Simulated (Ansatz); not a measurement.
OsClBr as a Janus 1T monolayer at its r2SCAN geometry, run in Ansatz 0.2.0 at 2 levels of theory. Spin-unpolarised throughout. Whether this structure exists isn't addressed.

The r2SCAN input:
```yaml
crystal:
  lattice:
    - [3.7160303844, 0.0, 0.0]
    - [-1.8580151922, 3.2181767141, 0.0]
    - [0.0, 0.0, 29.9062340536]
  atoms:
    - { symbol: Os, position: [0.0, 0.0, 0.3016662236] }
    - { symbol: Cl, position: [0.3333333333, 0.6666666667, 0.341853066] }
    - { symbol: Br, position: [0.6666666667, 0.3333333333, 0.2593025084] }
  periodic: [true, true, false]
kpoints:
  mp_grid: { grid: [12, 12, 1] }
  band_path:
    path:
      - [0.0, 0.0, 0.0]
      - [0.5, 0.0, 0.0]
      - [0.3333333333, 0.3333333333, 0.0]
      - [0.0, 0.234375, 0.0]
      - [0.0, 0.25, 0.0]
    npoints: 1
hamiltonian:
  xc: r2scan
scf:
  occupations: { method: fixed }
  n_extra_bands: 4
output:
  forces: true
  stress: true
  eigenvalues: true
```

Main results, then, where recorded, the levels near the gap in eV from the Fermi energy (columns number the bands from 0), one row a point of the path (Γ, M, K, Γ–M (0.47), Γ–M (0.50)):
```
Crystal: 3 atoms, lattice volume = 357.644 Å³
Symmetry: 6 space group operations
Space group: P3m1 (ITA 156)
```
```
Basis set: ecut = 500 eV, 9109 PW (Γ)
Bands: 19, of which v1, the nominal top of the filled ones, is band 15 counted from 1 (14 counted from 0)
k-points: 19 of 144 (time reversal used)
Free energy (F): -15273.635849 eV
Fermi energy:    -4.754377 eV
--- Forces (eV/Å), atoms counted from 1 ---
  atom   1  Os      0.00000      0.00000    -0.00028
  atom   2  Cl      0.00000      0.00000      0.00018
  atom   3  Br      0.00000      0.00000      0.00001
--- 2D stress c σ (N/m, compression-positive) ---
       -0.001635       0.000000       0.000000
        0.000000      -0.001635       0.000000
        0.000000       0.000000       0.000000
  P = ½ c Tr σ = -0.0016 N/m
```
```tsv
band_11	band_12	band_13	band_14	band_15	band_16	band_17
-3.694	-1.379	-1.379	-0.315	2.633	2.633	3.592
-4.367	-1.302	-0.523	-0.511	2.622	2.684	4.796
-4.923	-1.008	-0.318	-0.204	2.070	2.365	5.817
-3.593	-1.225	-0.650	0.007	1.741	2.353	4.905
-3.619	-1.230	-0.610	0.000	1.753	2.352	5.014
```

The r2SCAN gap is direct at Γ–M (0.47 of the way from Γ): 1.73 eV.

Q: In the first input these blocks are replaced (the band path and keys that only write files left aside):
```yaml
kpoints:
  mp_grid: { grid: [6, 6, 1] }
hamiltonian:
  xc: pbe0
```
What comes out?

A:
```
Basis set: ecut = 420 eV, 7047 PW (Γ)
Bands: 19, of which v1, the nominal top of the filled ones, is band 15 counted from 1 (14 counted from 0)
k-points: 7 of 36 (time reversal used)
Exchange kernel: α = 0.2500, full range, Wigner–Seitz truncation, v(0) = 18642.8485 eV·Å³, q-mesh 6×6×1
hybrid outer 1: dexx = +6.740e-2 eV, tail = 1.31e-4 eV
hybrid outer 2: dexx = +4.851e-6 eV, tail = 6.46e-8 eV, Δε = 3.17e-3 eV, ΔF = 7.91e-3 eV/Å
hybrid outer 3: dexx = +5.491e-9 eV, tail = 4.46e-9 eV, Δε = 2.12e-4 eV, ΔF = 1.45e-4 eV/Å
Free energy (F): -15248.292267 eV
Fermi energy:    -5.840585 eV
--- Forces (eV/Å), atoms counted from 1 ---
  atom   1  Os      0.00000      0.00000      0.11354
  atom   2  Cl      0.00000      0.00000    -0.14240
  atom   3  Br      0.00000      0.00000      0.02895
--- 2D stress c σ (N/m, compression-positive) ---
       -0.464730       0.000000       0.000000
        0.000000      -0.464730       0.000000
        0.000000       0.000000       0.000000
  P = ½ c Tr σ = -0.4647 N/m
```
```tsv
band_11	band_12	band_13	band_14	band_15	band_16	band_17
-3.438	-1.406	-1.406	-0.279	4.602	4.602	4.896
-4.220	-1.283	-0.571	-0.542	4.612	4.724	6.513
-4.765	-1.107	-0.310	-0.179	4.024	4.371	7.717
-3.382	-1.219	-0.649	0.042	3.594	4.336	6.038
-3.412	-1.223	-0.612	0.030	3.612	4.337	6.143
```
PBE0 gives a direct gap of 3.55 eV at Γ–M (0.47 of the way from Γ). The mean stress, -0.5 N/m, is small, and the program warns that its thresholds are loose for a hybrid's stress.

The hybrids run on coarser meshes, which limits their stresses and small splittings of levels.

Totals of different functionals can't be compared.

No spin-orbit coupling is included; it can move band edges with weight on the heavy atoms by tenths of an eV.

The meshes of the hybrids are coarse, so their gaps aren't converged to the digits shown.
